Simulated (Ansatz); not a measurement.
# Structure relaxation, PbSe

The start is a generated trial cell of PbSe in the AFLOW prototype AB_tP8_136_g_f (as in BeO). The cell and all atomic positions are relaxed at zero pressure with PBEsol (plane waves to 420 eV, PAW, scalar-relativistic; Ansatz, an electronic-structure program). The first steps use a coarse 3×3×5 k-mesh.

Starting cell:
```
CELL_PARAMETERS angstrom
      8.03537     0.00000     0.00000
      0.00000     8.03537     0.00000
      0.00000     0.00000     4.63514
ATOMIC_POSITIONS crystal
  Pb 0.33600 0.66400 0.00000
  Pb 0.83600 0.83600 0.50000
  Pb 0.16400 0.16400 0.50000
  Pb 0.66400 0.33600 0.00000
  Se 0.31000 0.31000 0.00000
  Se 0.81000 0.19000 0.50000
  Se 0.19000 0.81000 0.50000
  Se 0.69000 0.69000 0.00000
```

- Initial pressure = +3.2 GPa (positive: the cell is compressed)
- Outcome = The space group goes from P4₂/mnm (No. 136) to Fm-3m (No. 225); the end is rock salt type, with 2 atoms in the primitive cell
- Energy released = 0.29 to 0.33 eV/atom (the two k-meshes of the run give this range)
- Shortest distances (start → end) = The closest pairs of elements (up to four, under 3.6 Å), start → end: Pb–Se 2.85 → 3.05 Å
- Band gap at the end = 0.17 eV, direct at L (no spin-orbit coupling)
- Optimiser moves = 22

The end point of the relaxation:

Space group Fm-3m (No. 225); a = b = c = 6.102 Å, α = β = γ = 90.00°

```
atom  site  symmetry       x       y       z
----  ----  --------  ------  ------  ------
Pb      4a      m-3m  0.0000  0.0000  0.0000
Se      4b      m-3m  0.5000  0.5000  0.5000
```
(The calculation used a cell of 2 atoms; values per cell refer to that cell.)

Final values are on a 13×13×13 k-mesh of the relaxed cell. No spin polarisation in the result. Spin-orbit coupling is missing; with elements this heavy it can move band edges by tenths of an eV or more.

The run could not lose the symmetry of its start.
